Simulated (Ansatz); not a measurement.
A plane-wave DFT run in Ansatz 0.2.0 (scalar-relativistic PAW potentials unless the input names others): input and command.

```yaml
crystal:
  lattice:
    - [3.2891025716, 0.0, 0.0]
    - [-1.6445512858, 2.8484463827, 0.0]
    - [1.6445512858, 0.9494821276, 2.6855410041]
  atoms:
    - { symbol: Hf, position: [0.0, 0.5, 0.5] }
    - { symbol: C, position: [0.0, 0.0, 0.0] }
basis:
  ecutwfc: 420
kpoints:
  mp_grid: { grid: [12, 12, 13] }
hamiltonian:
  xc: pbe
scf:
  occupations: { method: gaussian, width: 0.1 }
  max_iter: 100
output:
  forces: true
  eigenvalues: true
  stress: true
total_charge: 4
```

```bash
ansatz run input.yaml --threads 2 --pin off --max-ram 5632MiB --backend cpu --events-out ev --progress --plain --runs-dir out
```

Abridged log:
```
Warning: crystal.symmetry: narrowed to the stabiliser of the k-point mesh — unitary ops 48 → 4; excluded 44 operations that carry a point of the 12×12×13 mesh (shift [0, 0, 0]) off the mesh (the run samples exactly the mesh kpoints.mp_grid names, as under crystal.symmetry.detect: false, and its converged state has the mesh's symmetry, not the crystal's; ε∞, the Born charges and the force constants of a linear response (`dielectric:` by the response, `phonons.method: dfpt`) are averaged over those of the crystal's operations that the state keeps within a tolerance, where `mesh_tensors`, `unaver ...
Basis set: ecut = 420 eV, 531 PW (Γ), exchange–correlation on 48×48×48 points (8 copies of the dense FFT grid, shifted against one another)
Bands: 17, of which v1, the nominal top of the filled ones, is band 13 counted from 1 (12 counted from 0)
Symmetry: 4 space group operations
k-points: 511 of 1872
SCF iter   1: F=—  HF=-16121.262565 eV  |F-HF|=—  |Δ(HF+E_count)|=         —  Δρ=7.97e-1  dr2=1.78e2  ethr=1.77e-3  ⟨swp⟩=4.6  Hψ=43069  notcnv=0
SCF iter   2: F=—  HF=-16066.970927 eV  |F-HF|=—  |Δ(HF+E_count)|=    5.43e1  Δρ=3.54e-1  dr2=3.55e1  ethr=1.77e-3  ⟨swp⟩=4.1  Hψ=36150  notcnv=0
SCF iter   3: F=—  HF=-16050.260202 eV  |F-HF|=—  |Δ(HF+E_count)|=    1.67e1  Δρ=1.39e-1  dr2=6.20e0  ethr=1.77e-3  ⟨swp⟩=5.1  Hψ=32422  notcnv=0  defer=58
SCF iter   4: F=—  HF=-16046.587163 eV  |F-HF|=—  |Δ(HF+E_count)|=    3.67e0  Δρ=7.51e-2  dr2=1.23e0  ethr=1.77e-3  ⟨swp⟩=5.6  Hψ=31261  notcnv=0  defer=91
SCF iter   5: F=—  HF=-16047.205262 eV  |F-HF|=—  |Δ(HF+E_count)|=   6.18e-1  Δρ=3.20e-2  dr2=2.24e-1  ethr=1.77e-3  ⟨swp⟩=5.9  Hψ=23186  notcnv=0  defer=90
SCF iter   6: F=—  HF=-16047.141245 eV  |F-HF|=—  |Δ(HF+E_count)|=   6.40e-2  Δρ=8.05e-3  dr2=1.30e-2  ethr=8.62e-4  ⟨swp⟩=3.7  Hψ=23032  notcnv=0  defer=42
SCF iter   7: F=—  HF=-16047.149167 eV  |F-HF|=—  |Δ(HF+E_count)|=   7.92e-3  Δρ=2.38e-3  dr2=1.41e-3  ethr=4.98e-5  ⟨swp⟩=2.0  Hψ=19379  notcnv=0  defer=27
SCF iter   8: F=—  HF=-16047.149342 eV  |F-HF|=—  |Δ(HF+E_count)|=   1.75e-4  Δρ=7.03e-4  dr2=8.00e-5  ethr=5.41e-6  ⟨swp⟩=2.2  Hψ=16062  notcnv=0  defer=31
SCF iter   9: F=—  HF=-16047.149353 eV  |F-HF|=—  |Δ(HF+E_count)|=   1.05e-5  Δρ=8.83e-5  dr2=1.31e-6  ethr=3.08e-7  ⟨swp⟩=2.0  Hψ=20357  notcnv=0  defer=24
SCF iter  10: F=-16047.149359 eV  HF=-16047.149359 eV  |F-HF|=5.71e-8  |Δ(HF+E_count)|=   6.43e-6  Δρ=1.16e-5  dr2=1.81e-8  ethr=3.85e-10  ⟨swp⟩=8.4  Hψ=63629  notcnv=0
SCF 1 converged in 10 iterations: F = -16047.149359 eV  dr2 = 1.81e-8
SCF converged after 10 iterations
Free energy (F): -16047.149359 eV
Harris-Foulkes:  -16047.149359 eV  (|F-HF|=5.71e-8)
Internal energy: -16047.136707 eV  (E = F + TS)
E sigma→0 (E₀):  -16047.143033 eV
Entropy (-TS):   -0.012652 eV (-6.326 meV/atom)
Fermi energy:    17.295953 eV
--- Forces (eV/Å), atoms counted from 1 ---
  atom   1  Hf     0.00000000     0.00000000     0.00000000
  atom   2  C      0.00000000     0.00000000     0.00000000
--- Stress (GPa, compression-positive) ---
      218.726981       0.044157      -0.020286
        0.044157     218.675993      -0.011712
       -0.020286      -0.011712     218.833049
  P = ⅓ Tr σ = 218.7453 GPa (2187.453 kbar)
```

Question: What is wrong with this input?

Answer: The fault is a charge that the system can't hold (total_charge: left out → 4). The run converged all the same, with a total energy on another zero, pressure 218.75 GPa, largest force 0.000 eV/Å, no gap on the mesh, so convergence alone doesn't show that an input is right. A reference run of the same geometry without this change converged with pressure -0.02 GPa, largest force 0.000 eV/Å, no gap on the mesh.

Spin-orbit coupling is left out, which matters for the bands of heavy elements.

Time: 11 s on 2 threads of Arm Neoverse V1, with other jobs on the host, peak memory 0.47 GiB.
